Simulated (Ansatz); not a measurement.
A geometry of Cl₂ away from equilibrium: the start of the relaxation of a generated cell, Cl2 placed in the AFLOW prototype A_hR2_166_c. Calculation: PBEsol (plane waves to 420 eV, PAW, scalar-relativistic; Ansatz, a quantum-chemistry and plane-wave program). Γ-centred k-mesh 8×8×8 on the run's cell, Fermi–Dirac smearing 0.05 eV.

```xyz
2
Lattice="2.4968 1.4415 5.7093 -2.4968 1.4415 5.7093 0.0000 -2.8831 5.7093" Properties=species:S:1:pos:R:3:forces:R:3 pbc="T T T" free_energy=-2121.238 pressure_GPa=2.8
Cl     0.0000     0.0000     0.9300    0.0000    0.0000    3.5471
Cl     0.0000     0.0000    16.1978    0.0000    0.0000   -3.5471
```

Positions in Å, forces in eV/Å, free energy of the cell in eV (comparable only within this code, potentials and settings). Largest force: 3.55 eV/Å, on Cl1, Cl2 (atoms numbered as listed); the geometry lies 0.14 eV/atom above the end of its relaxation.

No spin polarisation in the result. Without a van der Waals term the distances between weakly bound units are poorly fixed.

The run could not lose the symmetry of its start, so the end can be a saddle point.

The end of the path is a generated cell of Cl2: the first start was made by placing the elements on the sites of a structure type, and the end was not matched to a known phase here, so it may be hypothetical. Known forms of Cl2 include space group No. 64.
